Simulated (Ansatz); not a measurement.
# Is this Sn₃PbSe₄ structure stable?

The structure comes from a generated guess, relaxed at this level; another structure or a mixture of phases may lie lower.

The calculation used DFT PBE, scalar-relativistic, plane waves, PAW in Ansatz. Plane waves to 420 eV, an 8×8×4 mesh through Γ for the 8-atom cell and 0.01 eV Gaussian smearing; no spin polarisation.

Space group P4/mmm (No. 123). a = 4.315 Å, b = 4.315 Å, c = 12.208 Å, α = 90.00°, β = 90.00°, γ = 90.00°
| atom | site | symmetry | x | y | z |
| --- | --- | --- | --- | --- | --- |
| Sn | 2g | 4mm | 0.0000 | 0.0000 | 0.7486 |
| Sn | 1d | 4/mmm | 0.5000 | 0.5000 | 0.5000 |
| Pb | 1c | 4/mmm | 0.5000 | 0.5000 | 0.0000 |
| Se | 1a | 4/mmm | 0.0000 | 0.0000 | 0.0000 |
| Se | 2h | 4mm | 0.5000 | 0.5000 | 0.2539 |
| Se | 1b | 4/mmm | 0.0000 | 0.0000 | 0.5000 |

Formation energies are uncorrected and refer to the elements' standard structures at the same level. The references include grey tin.

**Question.** These tests were run: energy against the elements; phonons on a 2×2×1 q mesh. What do they show?

**Answer.**

```json
{"test": "energy against the elements", "result": "−0.463 eV/atom"}
{"test": "phonons on a 2×2×1 q mesh", "result": "imaginary modes down to 53i cm⁻¹"}
```

It fails one test: phonons on a 2×2×1 q mesh. So it isn't even a local minimum.

Spin–orbit coupling, which can matter for Pb, is left out. The reference form of Se is held partly by dispersion forces, which this level lacks. The run for the phonons used an 8×8×4 k mesh.
